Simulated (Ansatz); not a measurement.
## Y₃Te₃N — quadrupolar parameters

The cell is a computed structure from the Materials Project (it need not be an observed phase).

Space group P2_1/c (No. 14); a = 8.1279, b = 11.9811, c = 8.6592 Å, β = 108.65°.

| site | Wyckoff | site symmetry | x | y | z |
| --- | --- | --- | --- | --- | --- |
| Y1 | 4e | 1 | 0.6021 | 0.0239 | 0.8623 |
| Y5 | 4e | 1 | 0.8382 | 0.4122 | 0.7946 |
| Y9 | 4e | 1 | 0.7660 | 0.7093 | 0.6527 |
| Te13 | 4e | 1 | 0.7778 | 0.9790 | 0.5874 |
| Te17 | 4e | 1 | 0.5081 | 0.2666 | 0.6883 |
| Te21 | 4e | 1 | 0.9539 | 0.3064 | 0.5181 |
| N | 4e | 1 | 0.6731 | 0.5348 | 0.6231 |

One atom of each set is listed.

Computed with Ansatz: DFT, r2SCAN, plane waves and PAW, scalar-relativistic, 500 eV cutoff, Γ-centred 4×3×4 k-points, Fermi–Dirac smearing 0.02 eV.

C_Q = eQV_zz/h, which is 24.18 MHz for Q = 1 b and V_zz = 10²¹ V/m²; η = (V_xx − V_yy)/V_zz.

¹⁴N: I = 1, Q = 20.44 mb. Nuclear quadrupole moments: year-2017 set (Pyykkö).

**Question.** What field gradients does the calculation give at each kind of site?

**Answer.** 

```
site  atoms                                                       first shell  V_xx, V_yy, V_zz (10²¹ V/m²)     η  C_Q (MHz)
  Y1      4  2 N at 2.26–2.28 Å, 4 Te at 3.19–3.41 Å; also 5 Y at 3.36–3.71 Å          -0.35, -10.05, 10.40  0.93          –
  Y5      4                                1 N at 2.21 Å, 5 Te at 3.03–3.21 Å             4.21, 5.47, -9.68  0.13          –
  Y9      4                                1 N at 2.21 Å, 5 Te at 3.05–3.29 Å            2.87, 8.44, -11.31  0.49          –
Te13      4                                                4 Y at 3.03–3.29 Å             0.39, 3.55, -3.93  0.80          –
Te17      4                                                5 Y at 3.05–3.25 Å            -0.53, -4.11, 4.64  0.77          –
Te21      4                                                5 Y at 3.09–3.41 Å            3.95, 6.48, -10.43  0.24          –
   N      4                                                4 Y at 2.21–2.28 Å            -0.29, -0.52, 0.81  0.28      0.400
```

At Y5 and Y9 V_zz points along its shortest bond, to N (within 9°) in each case.

Y, Te have no stable isotope with a ground-state quadrupole moment in the table, so no C_Q is given.

Without spin–orbit coupling the gradients at and beside Te can be off by some per cent, at some sites by more. Where η is near 1 the sign of V_zz means little.
